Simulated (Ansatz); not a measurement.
Cu$_{3}$N in space group Fm-3m (No. 225; N on 4a, Cu on 4b, Cu on 8c) at seven volumes, PBE in the plane-wave PAW code Ansatz, scaled uniformly. One row is withheld.

```tsv
V (Å³/atom)	P (GPa)
9.877	17.14
10.203	10.41
10.529	?
10.854	-0.01
11.180	-4.01
11.505	-7.37
11.831	-10.18
```

Fit the shown pressures and predict the withheld one.

P = (3/2)B₀(x^(7/2) − x^(5/2))[1 + (3/4)(B′ − 4)(x − 1)] with x = (V₀/V)^(2/3). Least squares on the six rows gives V₀ = 10.853 Å³/atom, B₀ = 145 GPa, B′ = 4.78. At V = 10.529, x = 1.0204 and P = 4.73 GPa. The run itself gave 4.75 GPa.

A made-up cell: these elements were put on the sites of a structure type; neither database checked (COD, Materials Project) lists it. COD files the formula under space group No. 221, so this cell is another polymorph or a model. Its standing as an ambient phase is unchecked. The cell was relaxed with PBE under the symmetry of its start; whether a distortion lowers the energy is not shown. No spin polarisation was allowed.

Potentials: the later of the program's two PAW sets.
